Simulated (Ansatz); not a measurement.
Q: Name crystals whose computed values (the program Ansatz at the r²SCAN level (PAW)) fall in these windows: Θ_D (K) 250 to 330; B₀ by P(V) fit (GPa) 79 to 100.

A: 

| crystal | Θ_D (K) | B₀ by P(V) fit (GPa) |
|---|---|---|
| CuSn, NiAs type | 283 | 89.4 |
| Zr, P6/mmm (Zr on 1a, Zr on 2d) | 322 | 97.1 |
| InP, NiAs type | 253 | 82.0 |
| CdS, rock salt | 312 | 82.3 |
| KTlO2, R-3m (K on 3b, Tl on 3a, O on 6c) | 283 | 84.7 |
Others may fit too.

Typed or built starts, not in the databases checked: InP, NiAs type. Not the usual ambient phase: Zr, P6/mmm (Zr on 1a, Zr on 2d); InP, NiAs type; CdS, rock salt. Standing as an ambient phase not checked: CuSn, NiAs type; KTlO2, R-3m (K on 3b, Tl on 3a, O on 6c). All cells were relaxed under the symmetry of their starts (and spin orders); stability against distortions was not tested throughout. Rows with no word on spin ran without spin polarisation. Scalar-relativistic: spin–orbit coupling is off unless named, which matters more the heavier the elements.

Potentials: the later of the program's two PAW sets.
